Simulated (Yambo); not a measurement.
Yambo run on K₂PtC₂ (space group P-3m1, No. 164). The wavefunctions come from this Quantum ESPRESSO step (PBEsol, PseudoDojo standard norm-conserving files, scalar-relativistic):

```
&CONTROL
  calculation = 'nscf'
  pseudo_dir = './pseudo'
  outdir = './out'
/
&SYSTEM
  ibrav = 0
  nat = 5
  ntyp = 3
  ecutwfc = 84.0
  ecutrho = 336.0
  occupations = 'fixed'
  force_symmorphic = .true.
  nbnd = 220
/
&ELECTRONS
  conv_thr = 5e-09
  diago_full_acc = .true.
  diago_thr_init = 1e-08
/
ATOMIC_SPECIES
C 12.0110 C.upf
K 39.0983 K.upf
Pt 195.0840 Pt.upf
CELL_PARAMETERS angstrom
  5.138340012000   0.000000000000   0.000000000000
 -2.569170006000   4.449932983000   0.000000000000
  0.000000000000   0.000000000000   5.194540000000
ATOMIC_POSITIONS crystal
C   0.000000000000   0.000000000000   0.877890000000
C   0.000000000000   0.000000000000   0.122110000000
K   0.333333333000   0.666666667000   0.778240000000
K   0.666666667000   0.333333333000   0.221760000000
Pt   0.000000000000   0.000000000000   0.500000000000
K_POINTS automatic
3 3 2 0 0 0
```

Yambo input:

```
rim_cut
gw0
dyson
el_el_corr
HF_and_locXC
ppa
em1d
RandQpts= 1000000
RandGvec= 1 Ry
EXXRLvcs= 84 Ry
VXCRLvcs= 336 Ry
Chimod= "HARTREE"
% BndsRnXp
 5 | 219 |
%
NGsBlkXp= 8 Ry
% LongDrXp
 1.0 | 1.0 | 1.0 |
%
PPAPntXp= 27.2114 eV
% GbndRnge
 1 | 219 |
%
GTermKind= "BG"
DysSolver= "n"
ExtendOut
% QPkrange
 1 | 1 | 22 | 23 |
 2 | 2 | 22 | 23 |
 4 | 4 | 22 | 23 |
 5 | 5 | 22 | 23 |
 6 | 6 | 22 | 23 |
%
```

k points by index: 1 = Γ, 2 = A, 4 = (0, 0.333, -0.5), 5 = K, 6 = H.

Resulting energies as the program prints them:

```
#    K-point    Band    Eo [eV]    E [eV]    E-Eo [eV]    Vxc [eV]    Vnlxc [eV]    Sc|Eo [eV]    Sc|E [eV]    dSc/dw|Eo [eV]    Re(Z)    Im(Z)
#
    1    22    -1.465073    -2.130160    -0.665087    -19.25567    -24.05556    3.929183    4.134804    -8.410404    0.763893    -0.001731
    1    23    3.643137    3.872349    0.229212    -9.172695    -5.221093    -3.673822    -3.722389    -5.760171    0.825293    -0.002232
    2    22    0.000000    -0.512369    -0.512369    -18.34868    -21.58367    2.576311    2.722630    -7.768845    0.777904    -0.001578
    2    23    2.054710    2.732145    0.677435    -10.97108    -6.741973    -3.386558    -3.551674    -6.631291    0.804053    -0.001369
    4    22    -0.027294    -0.538053    -0.510759    -18.23302    -21.45961    2.570281    2.715831    -7.752391    0.778270    -0.001566
    4    23    1.188191    1.558107    0.369916    -9.844598    -6.336388    -3.052601    -3.138294    -6.301854    0.811957    -0.001393
    5    22    -1.454286    -2.106449    -0.652163    -19.10235    -23.82092    3.865525    4.066411    -8.379496    0.764556    -0.001770
    5    23    2.544527    2.802623    0.258097    -8.693906    -4.999863    -3.379871    -3.435947    -5.909220    0.821582    -0.001389
    6    22    -0.073362    -0.589893    -0.516531    -18.10239    -21.33350    2.568254    2.714572    -7.706227    0.779299    -0.001572
    6    23    1.430707    1.820693    0.389986    -10.08309    -6.555093    -3.046572    -3.138009    -6.378293    0.810109    -0.001404
```
(The two width columns are left out.) Convergence of these settings isn't established.

Spin-orbit coupling is not included.

Geometry of the Materials Project entry, not relaxed at this level.

The structure is a Materials Project entry; no match was found in the copy of COD used, and its stability was not checked.
